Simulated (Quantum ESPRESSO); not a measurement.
## N2 (Pa-3) under strain

```xyz
8
Lattice="5.5605 0.0000 0.0000 0.0000 5.5605 0.0000 0.0000 0.0000 5.5605" Properties=species:S:1:pos:R:3 pbc="T T T"
N      0.3192     0.3192     0.3192
N      5.2413     5.2413     5.2413
N      2.4611     5.2413     3.0994
N      3.0994     0.3192     2.4611
N      3.0994     2.4611     5.2413
N      2.4611     3.0994     0.3192
N      5.2413     3.0994     2.4611
N      0.3192     2.4611     3.0994
```
The geometry is a computed Materials Project entry, not a measured one. It is N2 in Pa-3; whether this form has been observed was not checked. Stability against distortions was not tested. Forces on the atoms reach 0.35 eV/Å at this level.

Isotropic strain: all lattice vectors are scaled together, so the volume changes by about three times as much; fractional positions kept.

Method: shieldings by PBE GIPAW (a modified build of Quantum ESPRESSO, JTH PAW datasets), 25 Ha, k-mesh 3×3×3 shifted, f-sum rule met within 0.016 %. Values are those of the named site's first atom. Shieldings are absolute and leave out the bulk-susceptibility term; a larger σ means a smaller chemical shift. By our sweeps, such settings leave a few ppm in absolute σ.

```tsv
lattice scale factor	σ_iso N (ppm)
0.98	-84.8
0.99	-93.1
1	-101.5
1.01	-110.2
1.02	-119.1
```
